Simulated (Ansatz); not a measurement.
BePd (CsCl type, space group No. 221) at seven volumes, plane-wave PAW r²SCAN (Ansatz code), scaled uniformly. One row is withheld.

```
V (Å³/atom)  P (GPa)
-----------  -------
10.119         21.74
10.453         13.23
10.786          6.06
11.120          0.00
11.454             ?
11.787         -9.45
12.121        -13.10
```

Q: Fit the shown pressures and predict the withheld one.

A: Third-order Birch–Murnaghan: P = (3/2)B₀(x^(7/2) − x^(5/2))[1 + (3/4)(B′ − 4)(x − 1)] with x = (V₀/V)^(2/3). Least squares on the six rows gives V₀ = 11.120 Å³/atom, B₀ = 185.3 GPa, B′ = 4.61. At V = 11.454, x = 0.9805 and P = -5.12 GPa. The run itself gave -5.12 GPa.

Space group Pm-3m (CsCl type). The workflow started from an entry of the Crystallography Open Database (COD). Whether it is the stable phase at ambient conditions was not checked. The r²SCAN relaxation kept the symmetry of its start; its stability against distortions is not shown here. The run is not spin-polarised.

Potentials: the later of the program's two PAW sets.
